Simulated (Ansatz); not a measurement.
Zr₂GeB₂:
```
CELL_PARAMETERS angstrom
      3.20204     0.00000     0.00000
     -1.60102     2.77305     0.00000
      0.00000     0.00000     7.87816
ATOMIC_POSITIONS crystal
  Zr 0.33333 0.66667 0.71671
  Zr 0.33333 0.66667 0.28329
  Ge 0.00000 0.00000 0.00000
  B  0.00000 0.00000 0.50000
  B  0.66667 0.33333 0.50000
```

Relaxed with r²SCAN. Special points in fractions of this cell's reciprocal vectors: Γ (0.000, 0.000, 0.000); M (0.500, 0.000, 0.000); K (0.333, 0.333, 0.000); A (0.000, 0.000, 0.500); L (0.500, 0.000, 0.500); H (0.333, 0.333, 0.500).

**Question.** List the band energies nearest the Fermi level at these points for plane-wave PAW r²SCAN with spin–orbit coupling (Ansatz code).

**Answer.** In eV from the Fermi level; about four levels below and three above (degenerate sets whole), none deeper than 8.9 eV; points with the same levels are listed once.

```tsv
k	below	above
Γ	-2.24 -2.24 -2.22 -2.22	1.03 1.03 1.04 1.04
M	-2.12 -2.12 -1.24 -1.24	1.80 1.80 2.59 2.59
K	-2.50 -2.28 -2.25 0.00	0.04 1.52 1.56
A	-2.21 -2.21 -1.07 -1.07	0.89 0.89 0.98 0.98
L	-2.60 -2.60 -1.47 -1.47	1.02 1.02 1.92 1.92
H	-2.41 -2.34 -0.31 -0.26	2.76 2.76 2.98
```

Space group P-6m2. The start of the workflow was typed in or built on a structure type; neither database checked (COD, Materials Project) lists it. Its standing as an ambient phase is unchecked. Symmetry was held in the r²SCAN relaxation; its stability against distortions is not shown here. The run is not spin-polarised.

Potentials: the earlier of the program's two PAW sets. The files were generated under PBE; for other functionals the program regenerates the frozen cores, and for LDA and PBEsol the local potential too.
